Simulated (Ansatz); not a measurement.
Here is the system:

TaGa$_{3}$:
```xyz
4
Lattice="4.0366 0.0000 0.0000 0.0000 4.0366 0.0000 0.0000 0.0000 4.0366" Properties=species:S:1:pos:R:3 pbc="T T T"
Ga     0.0000     2.0183     2.0183
Ga     2.0183     2.0183     0.0000
Ga     2.0183     0.0000     2.0183
Ta     0.0000     0.0000     0.0000
```

This is the PBE-relaxed structure.

All from PBE in the plane-wave PAW code Ansatz, unless another level is named. Give the density of states at the Fermi level.

0.69 states/eV per atom (mean over ±0.08 eV).

And the formation energy from the elements (no fitted shifts)?

0.026 eV/atom.

And the gap with spin–orbit coupling?

none (metallic).

Space group Pm-3m (Cu3Au type). A made-up cell: these elements were put on the sites of a structure type; neither database checked (COD, Materials Project) lists it. COD files the formula under space group No. 139, so this cell is another polymorph or a model. Whether it is the stable phase at ambient conditions was not checked. Symmetry was held in the PBE relaxation; its stability against distortions is not shown here. No spin polarisation was allowed. The references are the lowest solids computed at this level, not always the standard phases. Scalar-relativistic: spin–orbit coupling is off unless named, which matters more the heavier the elements.

Potentials: the earlier of the program's two PAW sets.
